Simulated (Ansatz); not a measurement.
One crystal and one scan (energy against volume) at two levels, PBE (plane waves to 420 eV, PAW, scalar-relativistic; Ansatz, a first-principles code) and r2SCAN (plane waves to 500 eV, PAW, scalar-relativistic; Ansatz), each from its own relaxed cell and on its own mesh. The cell shown is that of PBE.

Zn (hcp, Mg type)

```
Zn
1.0
    2.62220     0.00000     0.00000
   -1.31110     2.27089     0.00000
    0.00000     0.00000     5.19319
Zn
2
Direct
  0.33333   0.66667   0.75000
  0.66667   0.33333   0.25000
```

The volume is varied about the relaxed value V₀ at fixed cell shape. Symmetry pins the atoms to their sites.

E stands for the smeared free energy. The PAW data are Ansatz's earlier set. Zn was relaxed with its symmetry unable to fall. With the shape held, the modulus is that of even scaling; a crystal free to change shape is softer. Percentages come from the unrounded values. Both scans cover V/V₀ from 0.840 to 1.160.

Results of PBE:

| Quantity | Result |
|---|---|
| Lattice constant a (Å) | 2.622 |
| Lattice constant c (Å) | 5.193 |
| Relaxed volume (Å³/atom) | 15.46 |
| Pressure at the smallest volume (GPa) | 20.0 |
| Energy cost of the largest compression (meV/atom) | 130 |
| Energy cost of the largest expansion (meV/atom) | 66 |
| Bulk modulus at fixed cell shape B₀ (third-order Birch-Murnaghan fit) (GPa) | 73.1 |
| Pressure for 5 % compression (fit) (GPa) | 4.3 |

Task: What does r2SCAN give for the same quantities?

Result: 
```csv
quantity,r2SCAN,PBE − r2SCAN
Lattice constant a (Å),2.647,-0.025 (-0.9 %)
Lattice constant c (Å),4.678,+0.515 (+11 %)
Relaxed volume (Å³/atom),14.19,+1.27 (+9.0 %)
Pressure at the smallest volume (GPa),25.6,-5.6 (-22 %)
Energy cost of the largest compression (meV/atom),152,-22 (-15 %)
Energy cost of the largest expansion (meV/atom),78,-12 (-15 %)
Bulk modulus at fixed cell shape B₀ (third-order Birch-Murnaghan fit) (GPa),93.6,-20.5 (-22 %)
Pressure for 5 % compression (fit) (GPa),5.5,-1.2 (-22 %)
```

PBE gives the higher value for: lattice constant c; relaxed volume. PBE gives the lower value for: lattice constant a; pressure at the smallest volume; energy cost of the largest compression; energy cost of the largest expansion; bulk modulus at fixed cell shape B₀; pressure for 5 % compression.

(A scan under strain: stresses follow from slopes of the energy per volume, elastic moduli from its curvatures.)
